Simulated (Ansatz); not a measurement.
Trial structure of AlO₂, not yet relaxed:

```
Al O
1.0
     2.27623    1.31418    3.67481
    -2.27623    1.31418    3.67481
     0.00000   -2.62836    3.67481
Al O
2 4
Direct
  0.79622 0.79622 0.79622
  0.19736 0.19736 0.19736
  0.49813 0.06653 0.49813
  0.49813 0.49813 0.06653
  0.06653 0.49813 0.49813
  0.94635 0.94635 0.94635
```

The calculation used DFT PBE, scalar-relativistic, plane waves, PAW in Ansatz. Plane waves to 420 eV, a k mesh through Γ of 6×6×6 on the computed 6-atom cell and Gaussian smearing (0.10 eV); no spin polarisation.

Energies over the elements count from the elements' standard structures at the same level (O₂ as a molecule), with no fitted energy shifts.

Q: How far from equilibrium is it?

A: The pressure is 4.6 GPa (the mean over three directions, positive in compression), the largest force is 5.20 eV/Å, and the energy is −0.25 eV/atom against the elements. The shortest distance is 1.66 Å.

Q: Is it a good guess?

A: A poor one: relaxing gains about 1.6 eV/atom (the start's value is from the coarse mesh, so the gain is rough) in 23 ionic steps and ends at −1.90 eV/atom on the finer mesh. The symmetry goes from R3m (No. 160) to Pn-3m (No. 224). The end has the anti-cuprite type. The volume per atom grows by 3.1 %, from 11.0 to 11.3 Å³. The shortest distance goes from 1.66 Å (Al–O) to 1.77 Å (Al–O). Conventional cell: a = 4.082 Å. Around Al lie 4 O at 1.77 Å; O has 2 Al at 1.77 Å.

The last run used collinear spin, a 10×10×10 mesh for its 6-atom cell and Gaussian smearing of 0.10 eV. Another magnetic order may lie lower. The relaxation can't lower the symmetry of the start, and the grade says only how near the guess is to its own end. A structure relaxed within its symmetry needn't be a true minimum.
